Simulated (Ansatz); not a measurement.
Sb (simple cubic, Pm-3m) at seven volumes, DFT-PBEsol in the program Ansatz with PAW potentials, scaled uniformly. One row is withheld.

| V (Å³/atom) | P (GPa) |
|---|---|
| 26.090 | 7.63 |
| 26.950 | 4.67 |
| 27.810 | 2.14 |
| 28.670 | 0.00 |
| 29.530 | -1.80 |
| 30.391 | -3.31 |
| 31.251 | ? |

Question: Fit the shown pressures and predict the withheld one.

Answer: P = (3/2)B₀(x^(7/2) − x^(5/2))[1 + (3/4)(B′ − 4)(x − 1)] with x = (V₀/V)^(2/3). Least squares on the six rows gives V₀ = 28.674 Å³/atom, B₀ = 65.1 GPa, B′ = 4.56. At V = 31.251, x = 0.9442 and P = -4.61 GPa. The run itself gave -4.55 GPa.

The first step of the workflow began from a Materials Project structure, measured or hypothetical; the Crystallography Open Database files this formula in space group No. 221, but the cells were not matched. It is not the phase usual at ambient conditions (space group No. 166). The PBEsol relaxation kept the symmetry of its start; its stability against distortions is not shown here. Scalar-relativistic: spin–orbit coupling is off unless named, which matters more the heavier the elements.

Potentials: the later of the program's two PAW sets.
